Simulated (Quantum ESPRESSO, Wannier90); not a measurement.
## TePb (rock salt): Wannier90 run

```xyz
2
Lattice="0.0000 3.2709 3.2709 3.2709 0.0000 3.2709 3.2709 3.2709 0.0000" Properties=species:S:1:pos:R:3 pbc="T T T"
Te     0.0000     0.0000     0.0000
Pb     3.2709     3.2709     3.2709
```

Cell from Materials Project (mp-19717), symmetrised, no further relaxation. COD (Crystallography Open Database) has an entry of this formula and space group (matched by these alone). Level: PBEsol, no spin polarisation, no spin-orbit coupling; pw.x of Quantum ESPRESSO at 66 Ry with PseudoDojo potentials, 8×8×8 k-points, Wannier90. Density: 8×8×8 mesh, cold smearing 0.01 Ry. Spin-orbit coupling is left out although heavy elements are present.

Band 12 is isolated and gives one Wannier function a cell (Pb2 6s 74 %, Te1 5p 14 %, Te1 5s 11 %; spread 4.51 Å²). Its on-site energy is ε = -7.619 eV relative to the valence-band maximum, and its hoppings t(R) = t(−R) to the nearer images are (images within this range that aren't listed have |t| under 5 meV):

| R (lattice vectors; −R alike) | distance (Å) | t (eV) |
|---|---|---|
| 0 0 1 | 4.63 | 0.113 |
| 0 1 -1 | 4.63 | 0.113 |
| 0 1 0 | 4.63 | 0.113 |
| 1 -1 0 | 4.63 | 0.113 |
| 1 0 -1 | 4.63 | 0.113 |
| 1 0 0 | 4.63 | 0.113 |
| 1 -1 -1 | 6.54 | 0.124 |
| 1 -1 1 | 6.54 | 0.124 |
| 1 1 -1 | 6.54 | 0.124 |
| 0 1 -2 | 8.01 | -0.010 |
| 0 1 1 | 8.01 | -0.010 |
| 0 2 -1 | 8.01 | -0.010 |
| 1 -2 0 | 8.01 | -0.010 |
| 1 -2 1 | 8.01 | -0.010 |
| 1 0 -2 | 8.01 | -0.010 |
| 1 0 1 | 8.01 | -0.010 |
| 1 1 -2 | 8.01 | -0.010 |
| 1 1 0 | 8.01 | -0.010 |
| 2 -1 -1 | 8.01 | -0.010 |
| 2 -1 0 | 8.01 | -0.010 |
| 2 0 -1 | 8.01 | -0.010 |

Work out the band energy at Γ, X, U, K from these numbers.

For one orbital E(k) = ε + Σ_R 2 t(R) cos(2π k·R), the sum over the listed R.
- Γ, k = (0.000, 0.000, 0.000): E = -7.619 + (0.113)·(12.00) + (0.124)·(6.00) + (-0.010)·(24.00) = -5.76 eV; pw.x: -5.71 eV
- X, k = (0.500, 0.000, 0.500): E = -7.619 + (0.113)·(-4.00) + (0.124)·(6.00) + (-0.010)·(-8.00) = -7.25 eV; pw.x: -7.24 eV
- U, k = (0.625, 0.250, 0.625): E = -7.619 + (0.113)·(-3.66) + (0.124)·(2.00) + (-0.010)·(4.00) = -7.82 eV; pw.x: -7.84 eV
- K, k = (0.375, 0.375, 0.750): E = -7.619 + (0.113)·(-3.66) + (0.124)·(2.00) + (-0.010)·(4.00) = -7.82 eV; pw.x: -7.84 eV

At these points the listed shells miss the plane-wave band by up to 0.05 eV, of a width of 2.69 eV on the path. With all its hoppings the model misses the band by 1.8 meV at worst on the whole path, so most of the miss comes from the hoppings not listed.
